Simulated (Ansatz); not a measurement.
Cs₂AgBiBr₆:
```yaml
crystal:
  lattice:
    - [0.00000, 5.59361, 5.59361]
    - [5.59361, 0.00000, 5.59361]
    - [5.59361, 5.59361, 0.00000]
  atoms:
    - { symbol: Bi, position: [0.00000, 0.00000, 0.00000] }
    - { symbol: Ag, position: [0.50000, 0.50000, 0.50000] }
    - { symbol: Cs, position: [0.25000, 0.25000, 0.25000] }
    - { symbol: Cs, position: [0.75000, 0.75000, 0.75000] }
    - { symbol: Br, position: [0.25395, 0.74605, 0.25395] }
    - { symbol: Br, position: [0.25395, 0.74605, 0.74605] }
    - { symbol: Br, position: [0.74605, 0.25395, 0.74605] }
    - { symbol: Br, position: [0.74605, 0.25395, 0.25395] }
    - { symbol: Br, position: [0.25395, 0.25395, 0.74605] }
    - { symbol: Br, position: [0.74605, 0.74605, 0.25395] }
```

PBEsol in the plane-wave PAW code Ansatz gives a gap of 1.10 eV without spin–orbit coupling, maximum at X, minimum at L.

Q: What happens when spin–orbit coupling is switched on?

A: The gap drops by 0.21 eV, to 0.89 eV; maximum at X, minimum at L.

Q: Give the electron effective mass with spin–orbit coupling.

A: 0.29, 0.29, 0.46 mₑ (principal values).

Q: Give the hole effective mass with spin–orbit coupling.

A: 0.17, 0.66, 0.66 mₑ (principal values).

Space group Fm-3m. Symmetry was held in the PBEsol relaxation; phonons show weakly imaginary modes. The run is not spin-polarised.

Potentials: the later of the program's two PAW sets.
